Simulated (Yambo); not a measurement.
Consider the following.

```
PtS2
1.0
    3.55942     0.00000     0.00000
   -1.77971     3.08255     0.00000
    0.00000     0.00000    25.10000
S Pt
4 2
Direct
  0.66667   0.33333   0.85607
  0.33333   0.66667   0.95363
  0.66667   0.33333   0.04637
  0.33333   0.66667   0.14393
  0.00000   0.00000   0.90548
  0.00000   0.00000   0.09452
```

Workflow: norm-conserving PBE (Quantum ESPRESSO, 84 Ry, without SOC), then G0W0 in Yambo (6×6×1 Γ-centred k mesh, bands 9 to 191 and a 6 Ry block in the screening, 191 bands in G with the Bruneval-Gonze terminator, plasmon pole fitted at 27.2 eV, slab-truncated Coulomb interaction, stochastic integration of W near q = 0).

**Question.** Give the PBE and G0W0 gaps between the band edges found on this mesh, and say where the edges lie.

**Answer.** Edges: (0, 0.167) → K. PBE: 1.14 eV; G0W0: 1.89 eV. The mesh misses an edge: along a dense path the PBE gap is 0.78 eV. Convergence of the G0W0 settings was not tested. Spin-orbit coupling is left out, which matters for elements this heavy: edges can move by tenths of an eV.

Geometry relaxed with PBE+D3(BJ).
